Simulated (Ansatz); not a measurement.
Input:

IrW:
```xyz
2
Lattice="2.7758 0.0000 0.0000 0.0000 2.7758 0.0000 0.0000 0.0000 3.9323" Properties=species:S:1:pos:R:3 pbc="T T T"
Ir     0.0000     0.0000     0.0000
W      1.3879     1.3879     1.9661
```

This is the PBE-relaxed structure.

Q: All from PBE in the plane-wave PAW code Ansatz, unless another level is named. Predict the formation energy from the elements (no fitted shifts).

A: -0.29 eV/atom.

Q: Predict the density of states at the Fermi level.

A: 0.44 states/eV per atom (mean over ±0.08 eV).

Space group P4/mmm (L1₀ or tetragonal B2). The start of the workflow was typed in or built on a structure type; neither database checked (COD, Materials Project) lists it. COD files the formula under space group No. 51. Its standing as an ambient phase is unchecked. The PBE relaxation kept the symmetry of its start; whether a distortion lowers the energy is not shown. No spin polarisation was allowed. The references are the lowest solids computed at this level, not always the standard phases. Scalar-relativistic: spin–orbit coupling is off unless named, which matters more the heavier the elements.

Potentials: the earlier of the program's two PAW sets.
